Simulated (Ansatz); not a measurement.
Relaxed-ion elastic tensor of Lu₃InN (anti-perovskite, Pm-3m) in GPa (Voigt order), the program Ansatz at the PBEsol level (PAW); density 11.02 g/cm³, 19.70 Å³ per atom.

```json
[
 {"": "1", "1": "218", "2": "47.7", "3": "47.7", "4": "0.0", "5": "0.0", "6": "0.0"},
 {"": "2", "1": "47.7", "2": "218", "3": "47.7", "4": "0.0", "5": "0.0", "6": "0.0"},
 {"": "3", "1": "47.7", "2": "47.7", "3": "218", "4": "0.0", "5": "0.0", "6": "0.0"},
 {"": "4", "1": "0.0", "2": "0.0", "3": "0.0", "4": "74.2", "5": "0.0", "6": "0.0"},
 {"": "5", "1": "0.0", "2": "0.0", "3": "0.0", "4": "0.0", "5": "74.2", "6": "0.0"},
 {"": "6", "1": "0.0", "2": "0.0", "3": "0.0", "4": "0.0", "5": "0.0", "6": "74.2"}
]
```

Question: Is the crystal mechanically stable?

Answer: Yes: the smallest eigenvalue of C is 74.2 GPa.

Question: Work out the Voigt, Reuss and Hill averages.

Answer: K_V = 104, K_R = 104, K_H = 104; G_V = 78.5, G_R = 78.1, G_H = 78.3 GPa.

Question: Give Young's modulus, Poisson's ratio, Pugh's ratio and the universal anisotropy index.

Answer: E = 9KG/(3K + G) = 188 GPa; ν = 0.20; K/G = 1.33 (brittle by the Pugh limit of 1.75); A_U = 5G_V/G_R + K_V/K_R − 6 = 0.02.

Question: Estimate the sound speeds and the Debye temperature.

Answer: v_l = √((K + 4G/3)/ρ) = 4350 m/s, v_t = √(G/ρ) = 2670 m/s, mean 2940 m/s; Θ = (h/k)(3n/4πV)^(1/3) v_m = 324 K.

Question: Give the Zener ratio and Young's modulus along [100], [110] and [111].

Answer: A = 2C44/(C11 − C12) = 0.87; 1/E = S11 − 2(S11 − S12 − S44/2)Γ with Γ = 0, 1/4, 1/3 gives 200, 185, 180 GPa.

Question: Solve the Christoffel equation for the three sound speeds along [100], [110], [111].

Answer: Eigenvalues of C_ijkl n_j n_l equal ρv². In km/s, slowest first: [100] 2.59, 2.59, 4.44; [110] 2.59, 2.78, 4.33; [111] 2.72, 2.72, 4.29.

The workflow started from an entry of the Crystallography Open Database (COD). Its standing as an ambient phase is unchecked. Symmetry was held in the PBEsol relaxation; its stability against distortions is not shown here. With an odd number of electrons in the cell and no spin polarisation, the count alone makes it a metal. As this level gives no gap, shear constants depend on the k-mesh and smearing (Fermi–Dirac, 0.1 eV here). Scalar-relativistic: spin–orbit coupling is off unless named, which matters more the heavier the elements.

Potentials: the later of the program's two PAW sets.
